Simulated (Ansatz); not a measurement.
Theory: DFT PBE, scalar-relativistic, plane waves, PAW (Ansatz 0.2.0). All cells share a 420 eV cutoff and Γ-centred k meshes spaced at most about 0.3 Å⁻¹ (about 0.25 or finer for metals, 2π included). No spin polarisation in the final relaxations.

Formation energies are uncorrected and refer to the elements' standard structures at the same level. The references include grey tin.

A relaxed structure of Sn3PbS4 has 25.60 Å³/atom, −0.44 eV/atom against the elements, no gap on its mesh:

```yaml
crystal:
  lattice:
    - [5.89457, 0.00000, 0.00000]
    - [0.00000, 5.89457, 0.00000]
    - [0.00000, 0.00000, 5.89457]
  atoms:
    - { symbol: Sn, position: [0.00000, 0.50000, 0.50000] }
    - { symbol: Sn, position: [0.50000, 0.50000, 0.00000] }
    - { symbol: Sn, position: [0.50000, 0.00000, 0.50000] }
    - { symbol: Pb, position: [0.00000, 0.00000, 0.00000] }
    - { symbol: S, position: [0.50000, 0.00000, 0.00000] }
    - { symbol: S, position: [0.00000, 0.00000, 0.50000] }
    - { symbol: S, position: [0.50000, 0.50000, 0.50000] }
    - { symbol: S, position: [0.00000, 0.50000, 0.00000] }
```

Question: Se takes the place of S on the same sites, and the cell is relaxed. What changes?

Answer: Sn3PbSe4 has a = 6.104 Å: 28.42 Å³/atom, −0.46 eV/atom against the elements, no gap on its mesh. The volume per atom changes by +11.0 % and the formation energy by -0.02 eV/atom (from unrounded values). Covalent radii: S 1.05 Å, Se 1.20 Å; electronegativities 2.58 and 2.55. The cell follows the size of the atom. Sn is surrounded by 6 Se at 3.05 Å; Pb has 6 Se at 3.05 Å; Se on a site of symmetry 4/mmm is surrounded by 2 Pb at 3.05 Å and 4 Sn at 3.05 Å; around Se on a site of symmetry m-3m lie 6 Sn at 3.05 Å.

```yaml
crystal:
  lattice:
    - [6.10365, 0.00000, 0.00000]
    - [0.00000, 6.10365, 0.00000]
    - [0.00000, 0.00000, 6.10365]
  atoms:
    - { symbol: Sn, position: [0.50000, 0.00000, 0.00000] }
    - { symbol: Sn, position: [0.00000, 0.00000, 0.50000] }
    - { symbol: Sn, position: [0.00000, 0.50000, 0.00000] }
    - { symbol: Pb, position: [0.50000, 0.50000, 0.50000] }
    - { symbol: Se, position: [0.00000, 0.50000, 0.50000] }
    - { symbol: Se, position: [0.50000, 0.50000, 0.00000] }
    - { symbol: Se, position: [0.00000, 0.00000, 0.00000] }
    - { symbol: Se, position: [0.50000, 0.00000, 0.50000] }
```

The two cells were relaxed from separate starts that ended on the same group and sites; neither need be the stable form of its compound. Spin–orbit coupling, which can matter for Pb, is left out. The zero gap of Sn3PbS4 Pm-3m, Sn3PbSe4 Pm-3m may come from the functional, which often closes small gaps. The reference forms of S and Se are held partly by dispersion forces, which this level lacks. Cells relaxed within their symmetry can be saddle points; a later kick test found a lower structure for Sn3PbS4 Pm-3m.
